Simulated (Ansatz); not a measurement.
Consider the following.

IrW:
```xyz
4
Lattice="4.4382 0.0000 0.0000 0.0000 2.7576 0.0000 0.0000 0.0000 4.8086" Properties=species:S:1:pos:R:3 pbc="T T T"
Ir     1.1095     1.3788     3.2510
Ir     3.3286     1.3788     1.5576
W      1.1095     0.0000     0.8293
W      3.3286     0.0000     3.9793
```

This is the PBEsol-relaxed structure.

Task: All from the program Ansatz at the PBEsol level (PAW), unless another level is named. Give the density of states at the Fermi level.

Result: 0.61 states/eV per atom (mean over ±0.08 eV).

Task: And the formation energy from the elements (no fitted shifts)?

Result: -316 meV/atom.

Task: Give the gap with spin–orbit coupling.

Result: none (metallic).

Space group Pmma. The workflow started from an entry of the Crystallography Open Database (COD). Its standing as an ambient phase is unchecked. Symmetry was held in the PBEsol relaxation; whether a distortion lowers the energy is not shown. No spin polarisation was allowed. The references are the lowest solids computed at this level, not always the standard phases. Spin–orbit coupling is left out wherever it is not named.

Potentials: the later of the program's two PAW sets.
